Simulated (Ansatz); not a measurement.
CoC$_{6}$:
```
CELL_PARAMETERS angstrom
      0.00000     3.73545    -2.16772
      0.00000     3.73545     2.16772
      3.52676     0.00000     0.00000
ATOMIC_POSITIONS crystal
  C  0.00320 0.99680 0.00000
  C  0.00592 0.65792 0.00000
  C  0.34212 0.32647 0.00000
  C  0.34208 0.99408 0.00000
  C  0.67353 0.65788 0.00000
  C  0.67304 0.32696 0.00000
  Co 0.27590 0.72410 0.50000
```
The run is spin-polarised; directions of the spins, atom by atom: 0 0 0 0 0 0 ↑.

Relaxed with r²SCAN. Special points in fractions of this cell's reciprocal vectors: Γ (0.000, 0.000, 0.000); Y (0.500, 0.500, 0.000); F0 (0.334, 0.666, 0.000); Δ0 (-0.334, 0.334, 0.000); Z (0.000, 0.000, 0.500); B0 (-0.334, 0.334, 0.500); G0 (0.334, 0.666, 0.500); T (0.500, 0.500, 0.500); S (0.000, 0.500, 0.000); R (0.000, 0.500, 0.500).

### Question
List the band energies nearest the Fermi level at these points for r²SCAN (plane waves, PAW; program Ansatz).

### Answer
In eV from the Fermi level; about four levels below and three above (degenerate sets whole), none deeper than 8.9 eV; points with the same levels are listed once.

| k | below | above |
|---|---|---|
| Γ ↑ | -2.11 -2.07 -1.36 -1.31 | 1.13 1.45 1.58 |
| Y ↑ | -2.19 -2.02 -1.98 -0.95 | 0.95 3.21 3.49 |
| F0 ↑ | -2.17 -2.10 -1.98 -1.23 | 3.58 3.87 3.96 |
| Z ↑ | -2.12 -1.74 -0.42 -0.17 | 6.30 6.76 6.80 |
| B0 ↑ | -2.71 -2.56 -2.29 -1.72 | 2.52 3.17 3.27 |
| T ↑ | -2.65 -2.50 -2.31 -1.72 | 0.40 4.16 4.78 |
| S ↑ | -2.13 -1.97 -1.64 -0.63 | 0.65 3.22 3.47 |
| R ↑ | -2.70 -2.61 -2.22 -1.68 | 0.39 4.08 4.93 |
| Γ ↓ | -1.41 -1.38 -0.91 -0.88 | 1.90 2.35 3.27 |
| Y ↓ | -1.87 -1.08 -0.77 -0.55 | 1.10 1.48 3.25 |
| F0 ↓ | -1.97 -0.96 -0.87 -0.10 | 0.70 3.51 4.09 |
| Z ↓ | -3.59 -3.44 -1.72 -0.28 | 0.46 0.72 0.74 |
| B0 ↓ | -2.22 -1.71 -1.38 -0.30 | 0.86 2.55 3.37 |
| T ↓ | -3.02 -1.83 -1.56 -0.26 | 0.92 1.17 4.09 |
| S ↓ | -1.92 -1.02 -0.68 -0.20 | 0.55 1.83 3.21 |
| R ↓ | -3.17 -1.88 -1.25 -0.25 | 0.87 1.04 4.04 |

Space group Amm2. The start of the workflow was typed in or built on a structure type; neither database checked (COD, Materials Project) lists it. Its standing as an ambient phase is unchecked. The cell was relaxed with r²SCAN under the symmetry of its start; its stability against distortions is not shown here. Spin order of the final state: ferromagnetic, the only order run, not a proven ground state. The cell computed holds one magnetic atom, so no antiferromagnetic order was within reach. Its formation energy is positive at this level, so the cell may be metastable or incomplete. Other orbital occupations within this spin state were not tried.

Potentials: the earlier of the program's two PAW sets. The files were generated under PBE; for other functionals the program regenerates the frozen cores, and for LDA and PBEsol the local potential too.
